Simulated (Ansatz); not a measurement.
Values for one crystal, relaxed and computed with PBE in the plane-wave PAW code Ansatz; other levels are named.

| Property | Value |
|---|---|
| Volume per atom | 12.49 Å³ |
| Electronic character | metallic (no gap) |
| Pressure derivative B′ | 4.4 |
| Formation energy from the elements (no fitted shifts) | -0.33 eV/atom |
| Density of states at the Fermi level | 0.46 states/eV per atom (mean over ±0.08 eV) |
| Bulk modulus (Birch–Murnaghan fit) | 1460 kbar |

**Question.** Which of these materials gives this?
A) TiAl, L1₀ or tetragonal B2
B) AlPd, rock salt
C) AlCo, rock salt
D) AlNi, Fd-3m (Ni on 8b, Al on 8a)

**Answer.** D, AlNi, Fd-3m (Ni on 8b, Al on 8a)

The start of the workflow was typed in or built on a structure type; neither database checked (COD, Materials Project) lists it. It is not the phase usual at ambient conditions (space group No. 221). The cell was relaxed with PBE under the symmetry of its start; whether a distortion lowers the energy is not shown. The workflow began spin-polarised and lost its moments. The references are the lowest solids computed at this level, not always the standard phases.

Potentials: the earlier of the program's two PAW sets.
